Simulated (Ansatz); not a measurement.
Theory: DFT PBE, scalar-relativistic, plane waves, PAW in Ansatz 0.2.0. Settings: cutoff 420 eV, Γ-centred meshes spaced at most about 0.3 Å⁻¹, and about 0.25 Å⁻¹ or finer for metals (2π included), Gaussian smearing. No spin polarisation in the final relaxations.

All energies are static (0 K, no zero-point motion).

Compare these two cells of SbAs2, each relaxed at this level.

A. Space group Fd-3m (No. 227), cubic, a = 8.099 Å. Sb has 12 As at 3.36 Å and 4 Sb at 3.51 Å; As is surrounded by 6 As at 2.86 Å and 6 Sb at 3.36 Å.

B. Space group P6/mmm (No. 191), hexagonal, a = 5.315 Å, c = 9.836 Å. Sb has 3 As at 3.07 Å, 3 Sb at 3.07 Å and 6 As at 4.03 Å; around As on a site of symmetry 6/mmm lie 2 As at 2.31 Å; As on a site of symmetry 6mm has 1 As at 2.31 Å, 1 As at 2.61 Å and 6 Sb at 4.03 Å; As on a second site of symmetry 6/mmm has 2 As at 2.61 Å and 6 Sb at 3.07 Å.

**Question.** Which would you expect to be lower, and how large is the difference?

**Answer.** A is lower, by 0.34 eV/atom. A has the cubic Laves (C15) type, space group Fd-3m (No. 227), 22.1 Å³/atom and no gap on its mesh; B has space group P6/mmm (No. 191), 40.1 Å³/atom and no gap. Counting As atoms around Sb (those within 1.25 times the shortest such distance or 1.15 times the sum of covalent radii, 1.27 where that leaves under three; the shortest distance is added where it exceeds 1.18 times the sum of covalent radii), A has Sb 12 from 3.4 Å and B has Sb 3 from 3.1 Å. B holds As–As chains (shortest 2.31 Å); in A the shortest As–As distance is 2.86 Å, near bonding range too. The denser one is the lower, and pressure would at first widen the difference. Even the lower one lies +0.48 eV/atom against the reference forms of the elements (uncorrected), so neither is stable at this level. Both come from invented guesses.

Spin–orbit coupling, which can matter for Sb, is left out. Cells relaxed within their symmetry can be saddle points.
